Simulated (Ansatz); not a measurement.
A geometry of Al away from equilibrium: the start of the relaxation of a relaxed Al cell displaced along its unstable phonon at q = (½, 0, 0) of its primitive reciprocal cell (114i cm⁻¹), largest move 0.15 Å. Calculation: r2SCAN (plane waves to 500 eV, PAW, scalar-relativistic; Ansatz, an electronic-structure program). Γ-centred k-mesh 7×14×14 on the run's cell (coarser than for final values), Fermi–Dirac smearing 0.05 eV.

```xyz
2
Lattice="-3.1886 3.1886 3.1886 1.5943 -1.5943 1.5943 1.5943 1.5943 -1.5943" Properties=species:S:1:pos:R:3 pbc="T T T"
Al     0.0000     0.1061    -0.1061
Al    -1.5943     1.4882     1.7004
```

Q: Give the Cartesian forces on all atoms (eV/Å).

A: 
| atom | Fx | Fy | Fz |
|---|---|---|---|
| Al1 | 0.00 | 0.09 | -0.09 |
| Al2 | 0.00 | -0.09 | 0.09 |

Q: What is the pressure?

A: +0.2 GPa, compression positive.

Q: How far above the relaxed end point is this geometry?

A: 0.06 eV/atom; the path ends in P6₃/mmc (No. 194) (hcp (Mg type)).

No spin polarisation in the result.

The run could not lose the symmetry of its start, so the end can be a saddle point.

The end of the path is a generated cell of Al: the first start was made by placing the elements on the sites of a structure type, and the end was not matched to a known phase here, so it may be hypothetical. Known forms of Al include space group No. 225.
